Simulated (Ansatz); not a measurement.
LuZn:
```
LuZn
1.0
    3.43045     0.00000     0.00000
    0.00000     3.43045     0.00000
    0.00000     0.00000     3.43045
Lu Zn
1 1
Direct
  0.00000   0.00000   0.00000
  0.50000   0.50000   0.50000
```

Relaxed with PBEsol. Special points in fractions of this cell's reciprocal vectors: Γ (0.000, 0.000, 0.000); X (0.000, 0.500, 0.000); M (0.500, 0.500, 0.000); R (0.500, 0.500, 0.500).

List the band energies nearest the Fermi level at these points for DFT-PBEsol with spin–orbit coupling in the program Ansatz with PAW potentials.

In eV from the Fermi level; about four levels below and three above (degenerate sets whole), none deeper than 8.9 eV; points with the same levels are listed once.

| k | below | above |
|---|---|---|
| Γ | -4.21 -4.21 -4.21 -4.21 -4.21 -4.21 -4.19 -4.19 | 0.11 0.11 0.11 0.11 |
| X | -4.16 -4.16 -4.07 -4.07 | 0.58 0.58 1.65 1.65 |
| M | -0.16 -0.16 -0.13 -0.13 | 3.34 3.34 3.49 3.49 |
| R | -2.04 -2.04 -2.04 -2.04 -2.03 -2.03 | 0.13 0.13 4.39 4.39 |

Space group Pm-3m (CsCl type). The workflow started from an entry of the Crystallography Open Database (COD). Its standing as an ambient phase is unchecked. The cell was relaxed with PBEsol under the symmetry of its start; of distortions, only those at the zone centre were tested.

Potentials: the later of the program's two PAW sets.
